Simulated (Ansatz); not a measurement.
AgI:
```
CELL_PARAMETERS angstrom
      0.00000     3.31405     3.31405
      3.31405     0.00000     3.31405
      3.31405     3.31405     0.00000
ATOMIC_POSITIONS crystal
  Ag 0.00000 0.00000 0.00000
  I  0.25000 0.25000 0.25000
```

Relaxed with PBE. Special points in fractions of this cell's reciprocal vectors: Γ (0.000, 0.000, 0.000); X (0.500, 0.000, 0.500); U (0.625, 0.250, 0.625); K (0.375, 0.375, 0.750); L (0.500, 0.500, 0.500); W (0.500, 0.250, 0.750).

Task: List the band energies nearest the valence-band maximum at these points for PBE in the plane-wave PAW code Ansatz.

Result: In eV from the valence-band maximum; about four levels below and three above (degenerate sets whole), none deeper than 8.9 eV; points with the same levels are listed once.

```tsv
k	below	above
Γ	-2.82 -2.82 0.00 0.00 0.00	1.34 5.87 5.87 5.87
X	-2.71 -2.38 -1.59 -1.59	3.79 3.86 8.31
U	-2.78 -2.58 -1.79 -1.26	3.98 5.00 7.64
L	-2.79 -2.79 -2.69 -0.64 -0.64	2.79 6.33 6.33
W	-2.61 -2.55 -1.89 -1.47	4.61 5.31 6.41
```

Space group F-43m (zinc blende). The PBE relaxation kept the symmetry of its start. The run is not spin-polarised. Spin–orbit coupling is left out wherever it is not named.

Potentials: the later of the program's two PAW sets.
